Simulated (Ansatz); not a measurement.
## SnMo2C: computed property card

SnMo$_{2}$C:
```yaml
crystal:
  lattice:
    - [3.18474, 0.00000, 0.00000]
    - [-1.59237, 2.75807, 0.00000]
    - [0.00000, 0.00000, 13.40996]
  atoms:
    - { symbol: Sn, position: [0.33333, 0.66667, 0.75000] }
    - { symbol: Sn, position: [0.66667, 0.33333, 0.25000] }
    - { symbol: Mo, position: [0.33333, 0.66667, 0.08084] }
    - { symbol: Mo, position: [0.66667, 0.33333, 0.58084] }
    - { symbol: Mo, position: [0.66667, 0.33333, 0.91916] }
    - { symbol: Mo, position: [0.33333, 0.66667, 0.41916] }
    - { symbol: C, position: [0.00000, 0.00000, 0.00000] }
    - { symbol: C, position: [0.00000, 0.00000, 0.50000] }
```

Space group P6_3/mmc (No. 194); conventional cell a = 3.1847 Å, b = 3.1847 Å, c = 13.4100 Å, α = 90.00°, β = 90.00°, γ = 120.00°.

Method: r²SCAN (plane waves, PAW; program Ansatz). Geometry: relaxed at this level of theory. Other levels are named where they apply.

Cell and energy:

| Quantity | Value |
|---|---|
| Volume per atom | 14.72 Å³ |
| Density | 9.10 g/cm³ |
| Formation energy from the elements (no fitted shifts) | 0.031 eV/atom |

Electronic structure:

| Item | Result |
|---|---|
| Electronic character | metallic (no gap) |
| Density of states at the Fermi level | 0.65 states/eV per atom (mean over ±0.08 eV) |
| Gap with spin–orbit coupling | none (metallic) |

Mechanics:

| Item | Value |
|---|---|
| Bulk modulus (Birch–Murnaghan fit) | 194 GPa |
| Pressure derivative B′ | 5.0 |
| Elastic constants (relaxed ions, GPa) | C11 = 270, C12 = 155, C13 = 143, C33 = 329, C44 = 48.9 |
| Mechanical stability | stable (all eigenvalues of C positive) |
| Hill bulk and shear moduli | 194 and 58.3 GPa |
| Young's modulus | 159 GPa |
| Poisson's ratio | 0.36 |
| Debye temperature from the elastic constants | 346 K |

Charges:

| Quantity | Value |
|---|---|
| Bader charges | Sn -0.25, Mo +0.87, C -1.49 e |

The start of the workflow was typed in or built on a structure type; neither database checked (COD, Materials Project) lists it. Its standing as an ambient phase is unchecked. Symmetry was held in the r²SCAN relaxation; its stability against distortions is not shown here. The run is not spin-polarised. As this level gives no gap, shear constants depend on the k-mesh and smearing (Fermi–Dirac, 0.1 eV here). The references are the lowest solids computed at this level, not always the standard phases. Spin–orbit coupling is left out wherever it is not named.

Potentials: the earlier of the program's two PAW sets.
